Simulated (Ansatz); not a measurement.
TiPt₃:
```yaml
crystal:
  lattice:
    - [3.92069, 0.00000, 0.00000]
    - [0.00000, 3.92069, 0.00000]
    - [0.00000, 0.00000, 3.92069]
  atoms:
    - { symbol: Ti, position: [0.00000, 0.00000, 0.00000] }
    - { symbol: Pt, position: [0.00000, 0.50000, 0.50000] }
    - { symbol: Pt, position: [0.50000, 0.00000, 0.50000] }
    - { symbol: Pt, position: [0.50000, 0.50000, 0.00000] }
```

Relaxed with r²SCAN. Special points in fractions of this cell's reciprocal vectors: Γ (0.000, 0.000, 0.000); X (0.000, 0.500, 0.000); M (0.500, 0.500, 0.000); R (0.500, 0.500, 0.500).

List the band energies nearest the Fermi level at these points for the program Ansatz at the r²SCAN level (PAW).

In eV from the Fermi level; about four levels below and three above (degenerate sets whole), none deeper than 8.9 eV; points with the same levels are listed once.

| k | below | above |
|---|---|---|
| Γ | -3.71 -3.71 -3.71 -1.78 -1.78 -0.58 | 0.03 0.03 0.03 |
| X | -2.71 -1.47 -0.19 -0.19 | 0.04 0.58 0.84 |
| M | -3.23 -3.23 -2.40 -2.40 -2.29 | 0.23 0.23 0.48 |
| R | -0.68 -0.68 -0.68 -0.48 -0.48 -0.48 | 1.21 1.21 1.21 |

Space group Pm-3m (Cu3Au type). The r²SCAN relaxation kept the symmetry of its start; of distortions, only those at the zone centre were tested. The run is not spin-polarised. Scalar-relativistic: spin–orbit coupling is off unless named, which matters more the heavier the elements.

Potentials: the later of the program's two PAW sets.
